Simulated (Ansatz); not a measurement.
**Compressing Nb$_{3}$Sn: a fit and a missing row**

Nb$_{3}$Sn, Pm-3n, a = 5.259 Å. The structure is a COD entry; whether it is the stable form wasn't checked. Ansatz: PBEsol, PAW, 420 eV, Γ-centred 8×8×8 mesh on 8 atoms, Gaussian smearing 0.10 eV; no spin polarisation. Symmetry fixes shape and atoms, so the cell is only scaled; pressure is positive in compression.

| V (Å³/atom) | P (GPa) |
| --- | --- |
| 17.086 | ? |
| 17.631 | 5.72 |
| 18.177 | 0.00 |
| 18.722 | -4.89 |
| 19.267 | -9.08 |

Problem. Take V0 = 18.177 Å³/atom, fit the third-order Birch–Murnaghan form to the other rows, and predict the missing pressure.

Solution. With the Eulerian strain f = ½[(V0/V)^(2/3) − 1] and y = P/[3f(1 + 2f)^(5/2)], the form is the line y = B0 + 1.5 B0 (B0′ − 4) f. Rows (f, y): 0.01027, 176.5; -0.00975, 175.6; -0.01904, 175.2. Means f = -0.006173, y = 175.77; Σ(Δf)² = 0.0004487, ΣΔfΔy = 0.01995; the slope is their ratio. y = 176.0 + 44.45 f GPa, so B0 = 176.0 GPa and B0′ = 4 + 2 × (44.45)/(3 × 176.0) = 4.17. At V = 17.086, f = 0.02106, y = 176.94 and P = 12.39 GPa. The run gave 12.40 GPa, so the fit is 0.01 GPa too low, a small miss on the scale of the series. The form still works here, 33 % of the fitted range beyond its end.

Cost: 5 runs of about 2.6 core-minutes in all, on Intel Xeon Platinum 8259CL (Skylake/Cascade Lake) (shared hosts).